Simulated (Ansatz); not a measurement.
PbCl₃: 37Cl nuclear quadrupole resonance

Cell: a COD entry, ions relaxed with PBE at fixed cell.

```cif
data_PbCl3
_symmetry_space_group_name_H-M 'P6_3/mmc'
_symmetry_Int_Tables_number 194
_cell_length_a 8.3732
_cell_length_b 8.3732
_cell_length_c 13.9808
_cell_angle_alpha 90.000
_cell_angle_beta 90.000
_cell_angle_gamma 120.000
loop_
_atom_site_label
_atom_site_type_symbol
_atom_site_symmetry_multiplicity
_atom_site_Wyckoff_symbol
_atom_site_fract_x
_atom_site_fract_y
_atom_site_fract_z
Pb Pb 4 f 0.3333 0.6667 0.3907
Cl5 Cl 6 h 0.1979 0.8021 0.2500
Cl11 Cl 6 g 0.5000 0.0000 0.5000
```

One atom of each set is listed.

Level of theory: DFT, PBE, plane waves and PAW, scalar-relativistic, 420 eV cutoff, Γ-centred 5×5×3 k-points, Fermi–Dirac smearing 0.05 eV (Ansatz 0.2.0).

37Cl: I = 3/2, Q = -63.93 mb (year-2017 value). Static lattice, zero field.

(1) At which frequencies do the 37Cl NQR lines lie?

(2) And for 35Cl (I = 3/2, Q = -81.12 mb) on Cl11?

## Answers

(1) For I = 3/2 there is one line, ν = (|C_Q|/2)(1 + η²/3)^½.

```csv
site,atoms,V_zz (10²¹ V/m²),C_Q (MHz),η,line frequencies (MHz)
Cl5,6,-16.06,24.8,0.89,14.0
Cl11,6,27.7,-42.9,0.03,21.4
```

(2) C_Q scales with Q to -54.4 MHz, with lines at 27.2 MHz.

At Cl11 V_zz points along the line of its two bonds (within 2°).

With no gap above 0.1 eV, as in a metal, the gradients converge slowly in k; expect changes of a tenth or more on a denser mesh. Without spin–orbit coupling the gradients at and beside Pb can be off by some per cent, at some sites by more.
